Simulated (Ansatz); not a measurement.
## Te, omega (AlB2-type): geometry optimisation

Method: DFT, LDA (PW92), plane waves (420 eV) with PAW, scalar-relativistic in Ansatz. The PAW files were generated under PBE, with cores re-solved for the functional.

k-point mesh 7×7×9, Fermi-Dirac smearing 0.1 eV, no spin polarisation. Cell and atoms relax.

Starting structure:

```
CELL_PARAMETERS angstrom
5.46208 0.00000 0.00000
-2.73104 4.73030 0.00000
0.00000 0.00000 3.34826
ATOMIC_POSITIONS crystal
Te 0.00000 0.00000 0.00000
Te 0.33333 0.66667 0.50000
Te 0.66667 0.33333 0.50000
```

Question: What cell does the relaxation end in?

Answer: P6/mmm with a = 5.392 Å, c = 3.224 Å (c/a = 0.598); 27.06 Å³ per atom against 28.84 at the start (-6.2 %).

Question: How much energy does the relaxation gain?

Answer: 22.4 meV per atom.
